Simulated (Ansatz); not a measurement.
BaSrTi₂O₆:
```xyz
10
Lattice="3.9573 0.0000 0.0000 0.0000 3.9573 0.0000 0.0000 0.0000 8.1793" Properties=species:S:1:pos:R:3 pbc="T T T"
Ba     0.0000     0.0000     0.1188
O      1.9786     1.9786     8.1044
Ti     1.9786     1.9786     2.2760
O      1.9786     0.0000     2.1140
O      0.0000     1.9786     2.1140
Sr     0.0000     0.0000     4.2435
O      1.9786     1.9786     4.0858
Ti     1.9786     1.9786     6.2559
O      1.9786     0.0000     6.0670
O      0.0000     1.9786     6.0670
```

Relaxed with PBE. Special points in fractions of this cell's reciprocal vectors: Γ (0.000, 0.000, 0.000); X (0.000, 0.500, 0.000); M (0.500, 0.500, 0.000); Z (0.000, 0.000, 0.500); R (0.000, 0.500, 0.500); A (0.500, 0.500, 0.500).

Task: List the band energies nearest the valence-band maximum at these points for the program Ansatz at the PBE level (PAW).

Result: In eV from the valence-band maximum; about four levels below and three above (degenerate sets whole), none deeper than 8.9 eV; points with the same levels are listed once.

```csv
k,below,above
Γ,-0.71 -0.71 -0.56 -0.56,1.86 1.98 2.36 2.36
X,-1.34 -1.26 -1.10 -0.35,2.45 3.55 3.61
M,-0.30 -0.30 -0.07 0.00,3.66 3.66 4.04
Z,-0.66 -0.66 -0.60 -0.60,1.90 1.94 2.92 2.92
R,-1.52 -1.37 -0.94 -0.72,2.97 3.11 3.56
A,-0.69 -0.69 -0.06 -0.01,3.85 3.85 3.89 3.89
```

Space group P4mm. The start of the workflow was typed in or built on a structure type; neither database checked (COD, Materials Project) lists it. Whether it is the stable phase at ambient conditions was not checked. The PBE relaxation kept the symmetry of its start; its stability against distortions is not shown here. The workflow began spin-polarised and lost its moments. Scalar-relativistic: spin–orbit coupling is off unless named, which matters more the heavier the elements.

Potentials: the earlier of the program's two PAW sets.
